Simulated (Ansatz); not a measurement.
**Relaxing a structure of Pb**

The start is a randomly generated symmetric cell of Pb (space group No. 191). The structure is fully relaxed (lattice and positions, P = 0) with r2SCAN (plane waves to 500 eV, PAW, scalar-relativistic; Ansatz, an electronic-structure program). The first steps use a 11×11×7 k-mesh.

Input geometry:
```
CELL_PARAMETERS angstrom
      5.04628     0.00000     0.00000
     -2.52314     4.37021     0.00000
      0.00000     0.00000     7.35025
ATOMIC_POSITIONS crystal
  Pb 0.33333 0.66667 0.29341
  Pb 0.33333 0.66667 0.70659
  Pb 0.66667 0.33333 0.70659
  Pb 0.66667 0.33333 0.29341
```

Which atoms feel the largest initial force, and how large is it?

0.29 eV/Å, on Pb1, Pb2, Pb3, Pb4 (atoms numbered as listed).

How does the volume change?

-1.1 %, from 40.52 to 40.07 Å³/atom.

How do the shortest distances between atoms change?

The closest pairs of elements (up to four, under 3.6 Å), start → end: Pb–Pb 2.91 → 3.11 Å.

Is the relaxed structure metallic? Give its gap.

Zero (metallic).

Give the final cell and atomic positions.


Space group P6/mmm (No. 191); a = b = 5.3832 Å, c = 3.1930 Å, α = β = 90.00°, γ = 120.00°

| atom | site | symmetry | x | y | z |
|---|---|---|---|---|---|
| Pb | 2d | -6m2 | 0.3333 | 0.6667 | 0.5000 |

The space group stays P6/mmm (No. 191) (the run could not lower it), with 2 atoms in the primitive cell. No spin polarisation in the result.

The run could not lose the symmetry of its start, so the end can be a saddle point.

The relaxed structure here is a generated cell of Pb: the first start was made by a random draw of sites in a space group, and the end was not matched to a known phase here, so it may be hypothetical. Known forms of Pb include space group No. 225.
